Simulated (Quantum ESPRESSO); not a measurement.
## Band energies of BaMgH4

```
CELL_PARAMETERS angstrom
      2.09559    -6.87242     0.00000
      2.09559     6.87242     0.00000
      0.00000     0.00000     5.68795
ATOMIC_POSITIONS crystal
  H  0.81128 0.18872 0.99085
  H  0.18872 0.81128 0.00915
  H  0.18872 0.81128 0.49085
  H  0.81128 0.18872 0.50915
  H  0.41602 0.58398 0.75000
  H  0.58398 0.41602 0.25000
  H  0.00000 0.00000 0.00000
  H  0.00000 0.00000 0.50000
  Mg 0.90405 0.09595 0.75000
  Mg 0.09595 0.90405 0.25000
  Ba 0.63721 0.36279 0.75000
  Ba 0.36279 0.63721 0.25000
```

norm-conserving PBEsol (Quantum ESPRESSO, 84 Ry, scalar-relativistic); path ΓXSRAZΓYX1A1TY,ZT; energies in eV from the valence-band maximum.

| k (1/Å) | point | band 20 | band 21 | band 22 | band 23 | band 24 | band 25 | band 26 | band 27 |
|---|---|---|---|---|---|---|---|---|---|
| 0.00 | Γ | -2.61 | -1.82 | -1.77 | -1.47 | -0.63 | 2.76 | 3.46 | 3.48 |
| 0.61 |  | -3.15 | -2.56 | -2.19 | -2.03 | -1.19 | 2.51 | 3.06 | 3.19 |
| 0.82 | X | -3.19 | -2.60 | -2.26 | -2.25 | -0.84 | 2.45 | 2.55 | 2.90 |
| 0.82 | S | -2.98 | -2.64 | -2.43 | -2.22 | -0.94 | 2.30 | 2.93 | 3.01 |
| 1.10 |  | -2.77 | -2.62 | -2.26 | -1.86 | -1.34 | 2.68 | 2.72 | 3.65 |
| 1.37 | R | -2.70 | -2.38 | -2.38 | -1.62 | -1.62 | 3.13 | 3.13 | 3.56 |
| 1.37 | A | -2.77 | -2.40 | -2.40 | -1.56 | -1.56 | 2.83 | 2.83 | 3.67 |
| 1.54 |  | -2.62 | -2.34 | -2.34 | -1.67 | -1.67 | 2.82 | 2.82 | 3.97 |
| 2.03 |  | -2.58 | -2.30 | -2.30 | -1.03 | -1.03 | 3.14 | 3.14 | 3.40 |
| 2.19 | Z | -2.70 | -2.29 | -2.29 | -0.75 | -0.75 | 2.96 | 2.96 | 3.16 |
| 2.56 |  | -2.66 | -1.88 | -1.58 | -1.54 | -0.69 | 2.95 | 3.25 | 3.59 |
| 2.74 | Γ | -2.61 | -1.82 | -1.77 | -1.47 | -0.63 | 2.76 | 3.46 | 3.48 |
| 3.20 | Y | -2.28 | -2.26 | -1.91 | -1.72 | 0.00 | 2.51 | 2.81 | 3.61 |
| 3.71 |  | -2.79 | -2.27 | -2.26 | -2.23 | -0.62 | 2.23 | 2.56 | 2.98 |
| 3.88 | X1 | -3.19 | -2.60 | -2.26 | -2.25 | -0.84 | 2.45 | 2.55 | 2.90 |
| 4.25 |  | -2.64 | -2.46 | -2.43 | -1.70 | -1.38 | 2.53 | 2.76 | 3.69 |
| 4.43 | A1 | -2.77 | -2.40 | -2.40 | -1.56 | -1.56 | 2.83 | 2.83 | 3.67 |
| 4.70 |  | -3.03 | -2.15 | -2.15 | -1.33 | -1.33 | 2.67 | 2.67 | 3.65 |
| 5.11 | T | -3.48 | -1.56 | -1.56 | -0.96 | -0.96 | 3.08 | 3.08 | 3.31 |
| 5.53 |  | -2.27 | -2.06 | -1.96 | -1.58 | -0.15 | 2.60 | 2.90 | 3.62 |
| 5.66 | Y | -2.28 | -2.26 | -1.91 | -1.72 | 0.00 | 2.51 | 2.81 | 3.61 |
| 5.66 | Z | -2.70 | -2.29 | -2.29 | -0.75 | -0.75 | 2.96 | 2.96 | 3.16 |
| 5.78 |  | -2.88 | -2.11 | -2.11 | -0.78 | -0.78 | 3.00 | 3.00 | 3.15 |
| 6.12 | T | -3.48 | -1.56 | -1.56 | -0.96 | -0.96 | 3.08 | 3.08 | 3.31 |

The PBEsol gap is indirect, 2.14 eV, from Y to 50 % of the way from Y to X1; the smallest direct gap is 2.47 eV.

Geometry of the Materials Project entry, not relaxed at this level.

The structure is a Materials Project entry; no match was found in the copy of COD used, and its stability was not checked.

Letters of k points follow the standard setting of the lattice, whose axes may be ordered differently from the printed cell.
